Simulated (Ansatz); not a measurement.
Relaxed-ion elastic tensor of Ta₂GeN in space group P6_3/mmc (No. 194; Ge on 2d, Ta on 4f, N on 2a) in GPa (Voigt order), r²SCAN (plane waves, PAW; program Ansatz); density 13.37 g/cm³, 13.93 Å³ per atom.

```
 281   188   195   0.0   0.0   0.0
 188   281   195   0.0   0.0   0.0
 195   195   350   0.0   0.0   0.0
 0.0   0.0   0.0   165   0.0   0.0
 0.0   0.0   0.0   0.0   165   0.0
 0.0   0.0   0.0   0.0   0.0  46.4
```

### Question
Is the crystal mechanically stable?

### Answer
Yes: the smallest eigenvalue of C is 46.4 GPa.

### Question
Work out the Voigt, Reuss and Hill averages.

### Answer
K_V = 230, K_R = 226, K_H = 228; G_V = 97.5, G_R = 70.6, G_H = 84.0 GPa.

### Question
Give Young's modulus, Poisson's ratio, Pugh's ratio and the universal anisotropy index.

### Answer
E = 9KG/(3K + G) = 225 GPa; ν = 0.34; K/G = 2.71 (ductile by the Pugh limit of 1.75); A_U = 5G_V/G_R + K_V/K_R − 6 = 1.93.

### Question
Estimate the sound speeds and the Debye temperature.

### Answer
v_l = √((K + 4G/3)/ρ) = 5040 m/s, v_t = √(G/ρ) = 2510 m/s, mean 2810 m/s; Θ = (h/k)(3n/4πV)^(1/3) v_m = 348 K.

### Question
How much does each axis shrink under pressure?

### Answer
Linear compressibilities β_i = Σ_j S_ij (j = 1 to 3): x 1.8, y 1.8, z 0.89 per TPa.

The start of the workflow was typed in or built on a structure type; neither database checked (COD, Materials Project) lists it. Its standing as an ambient phase is unchecked. Symmetry was held in the r²SCAN relaxation; its stability against distortions is not shown here. No spin polarisation was allowed. As this level gives no gap, shear constants depend on the k-mesh and smearing (Fermi–Dirac, 0.1 eV here). On the denser mesh and wider smearing of the elastic run this cell carries a stress of 0.5 GPa. Scalar-relativistic: spin–orbit coupling is off unless named, which matters more the heavier the elements.

Potentials: the earlier of the program's two PAW sets.
